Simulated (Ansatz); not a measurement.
# What DFT gives for Cs3Bi

```yaml
crystal:
  lattice:
    - [8.65943, 0.00000, 0.00000]
    - [-4.32972, 7.49929, 0.00000]
    - [0.00000, 0.00000, 4.94322]
  atoms:
    - { symbol: Cs, position: [0.38770, 0.30190, 0.25000] }
    - { symbol: Cs, position: [0.08580, 0.38770, 0.75000] }
    - { symbol: Cs, position: [0.69810, 0.08580, 0.25000] }
    - { symbol: Cs, position: [0.61230, 0.69810, 0.75000] }
    - { symbol: Cs, position: [0.91420, 0.61230, 0.25000] }
    - { symbol: Cs, position: [0.30190, 0.91420, 0.75000] }
    - { symbol: Bi, position: [0.33330, 0.66670, 0.25000] }
    - { symbol: Bi, position: [0.66660, 0.33330, 0.75000] }
```

Single point in Ansatz 0.2.0 with r2SCAN, no spin polarisation. Cutoff 500 eV, PAW datasets, 5×5×7 Γ-centred k mesh, fermi-dirac filling (width 0.1 eV).

**Electronic structure.** It is a metal, with about 2.2 states/eV a cell as the mean within 0.25 eV of the Fermi level.
**Contacts.** Cs–Bi at 3.37 Å: least valence density 0.17 e/Å³ and ELF 0.17 there. Cs–Cs at 3.87 Å: least valence density 0.05 e/Å³ and ELF 0.02 there. Both are smooth PAW fields, read partly inside the augmentation spheres.
**Forces.** The largest is on Cs1 (and as large on other atoms): 1.18 eV/Å, components (-0.73, -0.93, 0.00). It makes 118° with the line to a nearest neighbour, Bi8 at 3.37 Å.
**Charges.** Bader charges in e: Cs +0.49, Bi -1.48. In the mean Cs gives up most and Bi takes most.
**Stress.** The pressure is 11.1 GPa (compression positive), so with the atoms held at these fractions the cell would first expand; the forces are large, so a full relaxation may end otherwise. The principal stresses 10.2, 10.2, 12.8 GPa differ, so its shape would change too.

Origin: a known structure type with other elements, at an estimated volume, so it need not be a known compound.
